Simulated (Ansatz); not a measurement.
## LuBi in the zincblende structure

Computed with Ansatz (plane waves, PAW, 420 eV cutoff): PBEsol, scalar-relativistic, no spin polarisation, 8×8×8 k-mesh, Gaussian smearing of 0.05 eV. The datasets are Ansatz's generated set soft_2.

```
Lu Bi
1.0
     0.00000    3.43661    3.43661
     3.43661    0.00000    3.43661
     3.43661    3.43661    0.00000
Lu Bi
1 1
Direct
  0.00000 0.00000 0.00000
  0.25000 0.25000 0.25000
```

This is a trial structure: such lanthanide and actinide compounds mostly take the rock-salt structure.

Elastic constants come from the stress of slightly strained cells with relaxed atoms, in GPa, Voigt order xx, yy, zz, yz, xz, xy in the Cartesian frame of the vectors above.

```
39.38 36.35 36.35  0.00  0.00  0.00
36.35 39.38 36.35  0.00  0.00  0.00
36.35 36.35 39.38  0.00  0.00  0.00
 0.00  0.00  0.00  4.86  0.00  0.00
 0.00  0.00  0.00  0.00  4.86  0.00
 0.00  0.00  0.00  0.00  0.00  4.86
```

Question: Work out the Voigt, Reuss and Hill moduli.

Answer: Voigt: K = (C11 + C22 + C33 + 2(C12 + C13 + C23))/9 = 37 GPa, G = (C11 + C22 + C33 − C12 − C13 − C23 + 3(C44 + C55 + C66))/15 = 3.5 GPa. Reuss, from the compliances S = C⁻¹: K = 37 GPa, G = 2.6 GPa. Hill means: K = 37 GPa, G = 3.1 GPa.

Question: And Young's modulus, Poisson's ratio, Pugh's ratio and the anisotropy?

Answer: E = 9KG/(3K + G) = 8.9 GPa, ν = (3K − 2G)/(6K + 2G) = 0.46, K/G = 12.24 (over the 1.75 that Pugh's rule, made for metals, takes as the line between brittle and ductile), universal anisotropy index 5G_V/G_R + K_V/K_R − 6 = 1.8. The eigenvalues of C are 3.0, 3.0, 4.9, 4.9, 4.9, 112 GPa, all positive.

Question: What sound velocities and Debye temperature follow for a polycrystal?

Answer: With a density of 7.854 g/cm³ (mean mass 192.0 u, 40.59 Å³/atom), K = 37.4 and G = 3.05 GPa from the unrounded constants, v_l = √((K + 4G/3)/ρ) = 2300 m/s and v_t = √(G/ρ) = 620 m/s. The mean [(1/v_l³ + 2/v_t³)/3]^(−1/3) is 710 m/s, and θ_D = (ħ/k_B)(6π²/V)^(1/3) v_m ≈ 62 K, with V the volume an atom. This is the low-temperature, elastic estimate.

For a cubic crystal three numbers say it all: C11 = 39.4, C12 = 36.4, C44 = 4.9 GPa. K = (C11 + 2C12)/3 = 37.4 GPa. The two shear moduli are C44 and C′ = (C11 − C12)/2 = 1.5 GPa, so Zener's ratio C44/C′ is 3.20: the crystal is stiffest along ⟨111⟩ and softest along ⟨100⟩. The Cauchy pressure C12 − C44 is 32 GPa; pair forces would make it zero if every atom sat on a centre of inversion, which isn't so here, so internal relaxation also enters.

The equation of state, an independent route, gives B0 = 37 GPa, against 37 GPa here.

It took of the order of 6 core-minutes on a shared host.

No spin–orbit coupling, a notable omission for heavy elements.
